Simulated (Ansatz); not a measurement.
**Question.** Mg (hcp (Mg type), P6_3/mmc) is relaxed with the program Ansatz at the r²SCAN+D4 level (PAW). What lattice parameters of the conventional cell result?

**Answer.** a = 3.228 Å, c = 5.148 Å.

The r²SCAN+D4 relaxation kept the symmetry of its start. The pairwise dispersion correction was not fitted to metals. Axis ratios of metals converge slowly with the k-mesh, so a and c are less sure than the volume.

Potentials: the earlier of the program's two PAW sets.
